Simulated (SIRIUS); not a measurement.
Band structure of SiC (F-43m, 8 atoms in the cell; from Materials Project mp-8062).

```
SiC
1.0
    4.35399     0.00000     0.00000
    0.00000     4.35399     0.00000
    0.00000     0.00000     4.35399
Si C
4 4
Direct
  0.25000   0.25000   0.75000
  0.25000   0.75000   0.25000
  0.75000   0.25000   0.25000
  0.75000   0.75000   0.75000
  0.00000   0.00000   0.00000
  0.00000   0.50000   0.50000
  0.50000   0.00000   0.50000
  0.50000   0.50000   0.00000
```

Method: PBE, PseudoDojo 0.5 standard norm-conserving PBE (tails mended) pseudopotentials (plane waves; SIRIUS).

Settings: parameters.ngridk = 4 4 4; parameters.xc_functionals = [XC_GGA_X_PBE, XC_GGA_C_PBE]; parameters.gk_cutoff = 9.055 1/bohr; parameters.pw_cutoff = 18.111 1/bohr; parameters.smearing = fermi_dirac; parameters.smearing_width = 0.000367493 Ha; potentials = PseudoDojo 0.5 standard norm-conserving PBE (tails mended) pseudopotentials; parameters.electronic_structure_method = pseudopotential; parameters.num_bands = 20; parameters.num_mag_dims = 0; parameters.num_dft_iter = 100; parameters.energy_tol = 1e-07 Ha; parameters.density_tol = 1e-06; mixer.type = broyden2.

The structure comes from a collection of computed structures, made at another level of theory; the collection holds predicted forms beside known ones.

Predict the gap along the standard path.

The gap along the path of this cell's zone is 1.36 eV.

Points are given in units of this cell's reciprocal vectors. Levels in eV from the top of the valence band on the SCF mesh, bands 13 to 19:
```
point               13     14     15     16    17    18    19
---------------  -----  -----  -----  -----  ----  ----  ----
Γ (0 0 0)        -3.20   0.00   0.00   0.00  1.36  1.36  1.36
X (0 0.5 0)      -1.94  -1.94  -1.94  -1.94  4.07  4.07  5.22
M (0.5 0.5 0)    -1.19  -1.19  -1.19  -1.19  5.55  5.55  5.55
R (0.5 0.5 0.5)  -1.06  -1.06  -1.06  -1.06  5.46  5.46  5.46
```

The labels belong to the zone of the cell as typed, which is larger than the primitive one, so the bands are folded: a gap that looks direct here can be indirect in the primitive zone.

“Tails mended”: in these copies of the files the far tail of each local potential was reset to the Coulomb form.
